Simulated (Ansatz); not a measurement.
LiTaO₃ (LiNbO3 type, space group R3c)

```xyz
10
Lattice="2.5695 1.4835 4.5883 -2.5695 1.4835 4.5883 0.0000 -2.9670 4.5883" Properties=species:S:1:pos:R:3 pbc="T T T"
Li     0.0000     0.0000     9.7093
Li     0.0000     0.0000     2.8269
Ta     0.0000     0.0000    13.6072
Ta     0.0000     0.0000     6.7248
O     -0.6353     1.4368     8.0561
O      1.5620    -0.1682     8.0561
O     -0.9267    -1.2686     8.0561
O      1.0075     1.3153     5.7619
O      0.6353    -1.5302     5.7619
O     -1.6428     0.2149     5.7619
```

The slice is a (1 -1 0 2) plane (indices of the conventional cell) through the point (0.205, 0.205, 0.205) (fractional), spanned by u = [1 0 -1] and v = [010] in vectors of this cell: u (5.14 Å) and v (5.46 Å, at 90° to u). It covers one period; positions are fractions (u, v).

Computed with PBEsol (plane waves to 420 eV, PAW, scalar-relativistic; Ansatz, an electronic-structure program). k mesh 8×8×8. These are valence fields of a PAW run, semicore shells included where kept as valence: close to a nucleus they are smooth pseudo fields. LiTaO3 is run without spin polarisation. LiTaO3 was relaxed with its symmetry unable to fall. Spin-orbit coupling is left out, though Ta is heavy. The PAW data are Ansatz's earlier set.

Task: Predict the map of the valence electron density on the slice.

Result: 
```
|@@%%++..      ......::----========--::....++%%|
|**++::................::::------::::......::++|
|::..........::::::....................    ....|
|....  ....::::::::::....            ..........|
|::......::::------::....          ..::::----::|
|--::....::::------::....        ..::--========|
|==--::....::::--::::....      ..::--++******++|
|++==::....::::::::::....      ::--==**##%%##**|
|**==--........................::--++##%%%%%%##|
|**==--..............==****==::::--++##%%%%%%##|
|++==::....      ..--##@@@@##--::--++**##%%##**|
|==--::..        ..==%%@@@@%%==::::==++******++|
|--::........    ..--##@@@@##--..::----========|
|::..................==****==........::------::|
|......::::::............::....    ............|
|....::::::::::::....................          |
|  ..::::----::::........::------::::..        |
|  ..::::----::::....::::--========--::..      |
|  ..::::--::::::....::--++******++==--::      |
|  ....::::::::....::--==**##%%####++==::..    |
|..................::--++**%%%%%%##**==--......|
|**++--............::--++**%%%%%%##**==--::--++|
|@@%%++..        ..::--==**##%%%%##++==--::++%%|
|@@@@**::        ....::==++******++==--::::**@@|
```
Scale: ten equal steps from -1.44 (start of ' ') to 0.99 (end of '@'), in the order ' .:-=+*#%@'. Values: log₁₀ of the valence density in e/Å³. The map has 23 points along u (two characters each, u = 0 at the left) and 24 along v (v = 0 in the bottom row). The scale is logarithmic, as a density can span decades between atoms and voids.
